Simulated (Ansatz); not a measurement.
Relaxed-ion elastic tensor of Mg$_{3}$SnO (anti-perovskite, Pm-3m) in GPa (Voigt order), plane-wave PAW r²SCAN (Ansatz code); density 4.20 g/cm³, 16.41 Å³ per atom.

```tsv
	1	2	3	4	5	6
1	139	47.7	47.7	0.0	0.0	0.0
2	47.7	139	47.7	0.0	0.0	0.0
3	47.7	47.7	139	0.0	0.0	0.0
4	0.0	0.0	0.0	59.4	0.0	0.0
5	0.0	0.0	0.0	0.0	59.4	0.0
6	0.0	0.0	0.0	0.0	0.0	59.4
```

Question: Is the crystal mechanically stable?

Answer: Yes: the smallest eigenvalue of C is 59.4 GPa.

Question: Work out the Voigt, Reuss and Hill averages.

Answer: K_V = 78.2, K_R = 78.2, K_H = 78.2; G_V = 54.0, G_R = 53.1, G_H = 53.6 GPa.

Question: Give Young's modulus, Poisson's ratio, Pugh's ratio and the universal anisotropy index.

Answer: E = 9KG/(3K + G) = 131 GPa; ν = 0.22; K/G = 1.46 (brittle by the Pugh limit of 1.75); A_U = 5G_V/G_R + K_V/K_R − 6 = 0.08.

Question: Estimate the sound speeds and the Debye temperature.

Answer: v_l = √((K + 4G/3)/ρ) = 5970 m/s, v_t = √(G/ρ) = 3570 m/s, mean 3950 m/s; Θ = (h/k)(3n/4πV)^(1/3) v_m = 463 K.

Question: Give the Zener ratio and Young's modulus along [100], [110] and [111].

Answer: A = 2C44/(C11 − C12) = 1.30; 1/E = S11 − 2(S11 − S12 − S44/2)Γ with Γ = 0, 1/4, 1/3 gives 115, 134, 142 GPa.

Question: Solve the Christoffel equation for the three sound speeds along [100], [110], [111].

Answer: Eigenvalues of C_ijkl n_j n_l equal ρv². In km/s, slowest first: [100] 3.76, 3.76, 5.76; [110] 3.30, 3.76, 6.03; [111] 3.46, 3.46, 6.12.

The start of the workflow was typed in or built on a structure type; neither database checked (COD, Materials Project) lists it. Whether it is the stable phase at ambient conditions was not checked. The r²SCAN relaxation kept the symmetry of its start; its stability against distortions is not shown here. As this level gives no gap, shear constants depend on the k-mesh and smearing (Fermi–Dirac, 0.1 eV here). Scalar-relativistic: spin–orbit coupling is off unless named, which matters more the heavier the elements.

Potentials: the later of the program's two PAW sets.
